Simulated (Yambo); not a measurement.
Material: a free-standing SnS2 bilayer (symmetry P-3m1, slab cell 27.3 Å high); a = 3.6690 Å, b = 3.6690 Å, c = 27.3000 Å, α = 90.00°, β = 90.00°, γ = 120.00° (6 atoms in the cell). Two neighbouring layers were cut from Materials Project entry mp-1170 and relaxed with PBE+D3(BJ) in a cell 27.3 Å high, with the Coulomb interaction truncated along z.

With PBE (stringent potentials; pw.x of Quantum ESPRESSO, ONCV potentials, no spin-orbit coupling), the gap between the mesh's edge points ((0, 0.167) → M) is 1.522 eV.

Task: Estimate the G0W0 gap between the same points from Yambo (6×6×1 Γ-centred k mesh, bands 9 to 221 and a 6 Ry block in the screening, 221 bands in G with the Bruneval-Gonze terminator, plasmon pole fitted at 27.2 eV, slab-truncated Coulomb interaction, stochastic integration of W near q = 0).

Result: The correction is 1.155 eV, giving 2.678 eV, 1.8 times the PBE value.  Convergence of the G0W0 settings was not tested. Spin-orbit splittings are left out.
